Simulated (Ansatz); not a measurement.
**Question.** ZnInGaO4 in space group R3m (No. 160; Pearson symbol hR7) is relaxed with DFT-PBE in the program Ansatz with PAW potentials. What lattice parameters of the conventional cell result?

**Answer.** a = 3.356 Å, c = 26.114 Å.

**Question.** Give the free coordinates with the occupied sites.

**Answer.** In one choice of origin and axes:

```
atom  site  symmetry       x       y       z
----  ----  --------  ------  ------  ------
Zn      3a        3m  0.0000  0.0000  0.2188
In      3a        3m  0.0000  0.0000  0.0031
Ga      3a        3m  0.0000  0.0000  0.7870
O       3a        3m  0.0000  0.0000  0.2953
O       3a        3m  0.0000  0.0000  0.7112
O       3a        3m  0.0000  0.0000  0.1210
O       3a        3m  0.0000  0.0000  0.8635
```

**Question.** Is it a metal or does it have a gap at this level?

**Answer.** A gap of 1.11 eV, direct.

Symmetry was held in the PBE relaxation. Scalar-relativistic: spin–orbit coupling is off unless named, which matters more the heavier the elements.

Potentials: the earlier of the program's two PAW sets.
